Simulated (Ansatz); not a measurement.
SrTiO$_{3}$:
```
SrTiO3
1.0
    3.90683     0.00000     0.00000
    0.00000     3.90683     0.00000
    0.00000     0.00000     3.90683
Sr Ti O
1 1 3
Cartesian
  0.00000   0.00000   0.00000
  1.95341   1.95341   1.95341
  0.00000   1.95341   1.95341
  1.95341   1.95341   0.00000
  1.95341   0.00000   1.95341
```

x, y and z are the axes in which the lattice vectors are written.

Task: Give the high-frequency dielectric tensor and the Born effective charge tensors of the independent atoms from DFPT, r²SCAN in the plane-wave PAW code Ansatz.

Result: 
ε∞:
```
5.64  0.00  0.00
0.00  5.64  0.00
0.00  0.00  5.64
```
Z* of atom 1 (Sr), rows: field, columns: displacement, in e:
```
2.52  0.00  0.00
0.00  2.52  0.00
0.00  0.00  2.52
```
Z* of atom 2 (Ti), rows: field, columns: displacement, in e:
```
7.14  0.00  0.00
0.00  7.14  0.00
0.00  0.00  7.14
```
Z* of atom 3 (O), rows: field, columns: displacement, in e:
```
-5.68   0.00   0.00
 0.00  -1.99   0.00
 0.00   0.00  -1.99
```

Static charges for comparison (Bader): Sr1 +1.63, Ti2 +2.34, O3 -1.32 e. Born charges measure polarisation by displacement and can exceed these by far.

Space group Pm-3m (cubic perovskite). Symmetry was held in the r²SCAN relaxation. At this level the phase is dynamically unstable (imaginary phonons). The run is not spin-polarised. Scalar-relativistic: spin–orbit coupling is off unless named, which matters more the heavier the elements.

Potentials: the later of the program's two PAW sets.
